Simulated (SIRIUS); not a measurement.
Set-up for a self-consistent single point of InSe (P6_3/mmc, 8 atoms in the cell; from Materials Project mp-20485, changed as shown).

```yaml
crystal:
  lattice:
    - [4.12256, 0.00000, 0.00000]
    - [-2.06128, 3.57025, 0.00000]
    - [0.00000, 0.00000, 17.77701]
  atoms:
    - { symbol: In, position: [0.33333, 0.66667, 0.33030] }
    - { symbol: In, position: [0.66667, 0.33333, 0.66970] }
    - { symbol: In, position: [0.66667, 0.33333, 0.83030] }
    - { symbol: In, position: [0.33333, 0.66667, 0.16970] }
    - { symbol: Se, position: [0.33333, 0.66667, 0.59732] }
    - { symbol: Se, position: [0.66667, 0.33333, 0.40268] }
    - { symbol: Se, position: [0.66667, 0.33333, 0.09732] }
    - { symbol: Se, position: [0.33333, 0.66667, 0.90268] }
```

Method: PBEsol, GBRV PBEsol ultrasoft pseudopotentials (plane waves; SIRIUS).

SIRIUS settings:

- parameters.ngridk = 6 6 2
- parameters.xc_functionals = [XC_GGA_X_PBE_SOL, XC_GGA_C_PBE_SOL]
- parameters.gk_cutoff = 6.325 1/bohr
- parameters.pw_cutoff = 14.143 1/bohr
- parameters.smearing = fermi_dirac
- parameters.smearing_width = 0.00183747 Ha
- potentials = GBRV PBEsol ultrasoft pseudopotentials
- parameters.electronic_structure_method = pseudopotential
- parameters.num_bands = 46
- parameters.num_mag_dims = 0
- parameters.num_dft_iter = 100
- parameters.energy_tol = 1e-07 Ha
- parameters.density_tol = 1e-06
- mixer.type = anderson
- mixer.beta = 0.7
- mixer.use_hartree = true

Results:

| Item | Value |
|---|---|
| Number of valence electrons | 76 |
| Number of bands | 46 |
| Number of k-points after the program's reduction | 14 |
| Number of plane waves (most at a k-point) | 7572 |
| Number of SCF iterations | 12 |
| FFT grid | 40 × 40 × 160 |
| Free energy E − TS | -9608.7260 eV |
| Gap on the k-point mesh | 0.29 eV |
| Pressure | -3.54 GPa |
| Largest force (vector length) | 0.406 eV/Å |

Forces (eV/Å):
```json
[
 {"atom": "In1", "Fx": "0.000", "Fy": "0.000", "Fz": "0.110"},
 {"atom": "In2", "Fx": "0.000", "Fy": "0.000", "Fz": "-0.110"},
 {"atom": "In3", "Fx": "0.000", "Fy": "0.000", "Fz": "0.110"},
 {"atom": "In4", "Fx": "0.000", "Fy": "0.000", "Fz": "-0.110"},
 {"atom": "Se5", "Fx": "0.000", "Fy": "0.000", "Fz": "0.406"},
 {"atom": "Se6", "Fx": "0.000", "Fy": "0.000", "Fz": "-0.406"},
 {"atom": "Se7", "Fx": "0.000", "Fy": "0.000", "Fz": "0.406"},
 {"atom": "Se8", "Fx": "0.000", "Fy": "0.000", "Fz": "-0.406"}
]
```

Stress (GPa, positive for compression):
```
-3.65   0.00   0.00
 0.00  -3.65   0.00
 0.00   0.00  -3.31
```

The gap is read on the k-point mesh of the run and can differ from the gap over the whole zone at this level.

For comparison: a first run was changed to give this one (lattice scaled by 1.02), and from it to this one the free energy goes up by 23.3 meV/atom, the pressure goes from -1.27 to -3.54 GPa, the largest force goes from 0.077 to 0.406 eV/Å and the gap on the mesh goes from 0.419 to 0.289 eV.

The structure comes from a collection of computed structures, made at another level of theory; the collection holds predicted forms beside known ones.

Cost on one core: about 4 core-minutes (a rough figure).
